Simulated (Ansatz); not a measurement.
Method: Ansatz 0.2.0, DFT PBE, scalar-relativistic, plane waves, PAW. All cells share a 420 eV cutoff and Γ-centred k meshes spaced about 0.3 Å⁻¹ or finer (0.25 for metals, 2π included). No spin polarisation.

Temperature and zero-point effects are left out.

Two forms of Ta2Sn3 were relaxed alike.

A.

Space group P4/mbm (No. 127). a = 7.435 Å, b = 7.435 Å, c = 3.956 Å, α = 90.00°, β = 90.00°, γ = 90.00°
| atom | site | symmetry | x | y | z |
| --- | --- | --- | --- | --- | --- |
| Ta | 4g | m.2m | 0.3603 | 0.8603 | 0.0000 |
| Sn | 4h | m.2m | 0.8449 | 0.3449 | 0.5000 |
| Sn | 2a | 4/m.. | 0.0000 | 0.0000 | 0.0000 |

B.

Space group I4/mmm (No. 139). a = 3.659 Å, b = 3.659 Å, c = 15.624 Å, α = 90.00°, β = 90.00°, γ = 90.00°
```tsv
atom	site	symmetry	x	y	z
Ta	4e	4mm	0.0000	0.0000	0.4061
Sn	4e	4mm	0.5000	0.5000	0.3072
Sn	2a	4/mmm	0.0000	0.0000	0.0000
```

**Question.** Which is lower in energy, and by how much?

**Answer.** They are level within the accuracy (4 meV/atom apart, with A the lower in these runs). A has space group P4/mbm (No. 127), 21.9 Å³/atom and no gap on its mesh; B has space group I4/mmm (No. 139), 20.9 Å³/atom and no gap. Counting all near atoms (those within 1.25 times the shortest distance at each site; a plus sign parts nearer from farther groups; a slash parts the counts of unlike sites), A has Ta 9, Sn 6+5/4+8 and B has Ta 9+5, Sn 10+4/14. Even the lower one lies +0.20 eV/atom against the reference forms of the elements (uncorrected), so neither is stable at this level. In A, Ta is surrounded by 8 Sn at 2.87–2.95 Å and 1 Ta at 2.94 Å; around Sn on a site of symmetry m2m lie 6 Ta at 2.93–2.95 Å and 5 Sn at 3.26–3.44 Å; Sn on a site of symmetry 4/m is surrounded by 4 Ta at 2.87 Å and 8 Sn at 3.44 Å. In B, Ta is surrounded by 1 Ta at 2.93 Å, 8 Sn at 2.97–3.01 Å, 1 Sn at 3.33 Å and 4 Ta at 3.66 Å; Sn on a site of symmetry 4mm has 5 Sn at 3.01–3.15 Å, 4 Ta at 3.01 Å, 1 Ta at 3.33 Å and 4 Sn at 3.66 Å; Sn on a site of symmetry 4/mmm is surrounded by 8 Ta at 2.97 Å, 2 Sn at 3.01 Å and 4 Sn at 3.66 Å. Both come from trial cells of a structure search, whose lowest cell (C2/m, 23.7 Å³/atom) lies 75 meV/atom below the lower of the two.

The k mesh leaves some 4 meV/atom of noise in the energy of each metallic cell. These runs have no spin–orbit coupling, which can matter for Ta. Cells relaxed within their symmetry can be saddle points. Some structure types and database cells were kept out of the candidates from the start, so a known form may be missing.
